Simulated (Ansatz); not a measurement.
A generated cell, not matched to a known phase here, of Re₃O₇F: Cmmm (No. 65), oS22; a = 6.1383 Å, b = 10.7770 Å, c = 3.7319 Å, α = 90.00°, β = 90.00°, γ = 90.00°; Re 2a (0.000, 0.000, 0.000); Re 4i (0.000, 0.304, 0.000); O 8p (0.186, 0.150, 0.000); O 2d (0.500, 0.500, 0.500); O 4j (0.500, 0.192, 0.500); F 2b (0.000, 0.500, 0.000). These are PBEsol (plane waves to 420 eV, PAW, scalar-relativistic; Ansatz, an electronic-structure program) values and carry that method's errors. Element references, the lowest calculated here: Re (P6₃/mmc), O (C2/m, ferromagnetic, forced by one molecule a cell; α-O2 is antiferromagnetic), F (R-3m, a generated molecular cell); gases are represented by their molecular solids.

Question: Estimate the formation energy of this Cmmm form of Re3O7F from the elements that PBEsol returns for this input.

Answer: -1.57 eV/atom.

A lower structure of this composition may exist.

Static energies, no anion corrections, no zero-point energy. Values are rounded to 0.01 eV/atom. Not shown to be the ambient phase of their composition (a lower form may be missing, and a cell relaxed within its start's symmetry can be a saddle point): Re3O7F (Cmmm). Spin-orbit coupling is missing from these energies, which matters for elements this heavy. The compounds carry no spin polarisation. The d or f electrons are treated with no Hubbard U.
